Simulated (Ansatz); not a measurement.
## Choice of functional: BiTe

```xyz
2
Lattice="0.0000 3.2533 3.2533 3.2533 0.0000 3.2533 3.2533 3.2533 0.0000" Properties=species:S:1:pos:R:3 pbc="T T T"
Bi    0.0000    0.0000    0.0000
Te    3.2533    3.2533    3.2533
```

Atoms are numbered in the order listed.

The cell is the one relaxed in the Materials Project (mp-567362), not relaxed further here; entries there can be hypothetical.

Spin–orbit coupling is left out, though it moves levels of the heavy atoms by tenths of an eV or more.

One fixed cell is solved with several functionals by frozen-core PAW in Ansatz 0.2.0, scalar-relativistically. A positive pressure means that the functional wants a larger cell.

The PAW files were made with PBE; their cores are remade for each functional.

The runs use a Γ-centred 10×10×10 k mesh, Fermi–Dirac smearing of 0.05 eV, cutoff 500 eV, no spin polarisation; the PAW files were made with PBE, and the program remakes their frozen cores for this functional.

Cutoffs: r²SCAN 500 eV, LDA 420 eV, PBEsol 420 eV, PBE 420 eV.

Q: Order the settings by the pressure that they give at this fixed cell, lowest first.
A. r²SCAN
B. LDA
C. PBEsol
D. PBE

A: B (-3.51 GPa), C (-2.43 GPa), A (-0.82 GPa), D (-0.04 GPa).

```json
{"setting": "r²SCAN", "P (GPa)": "-0.82", "lowest level at Γ above −25 eV, from the valence-band top or, without a gap, the Fermi level (eV)": "-24.02"}
{"setting": "LDA", "P (GPa)": "-3.51", "lowest level at Γ above −25 eV, from the valence-band top or, without a gap, the Fermi level (eV)": "-22.98"}
{"setting": "PBEsol", "P (GPa)": "-2.43", "lowest level at Γ above −25 eV, from the valence-band top or, without a gap, the Fermi level (eV)": "-23.05"}
{"setting": "PBE", "P (GPa)": "-0.04", "lowest level at Γ above −25 eV, from the valence-band top or, without a gap, the Fermi level (eV)": "-23.15"}
```
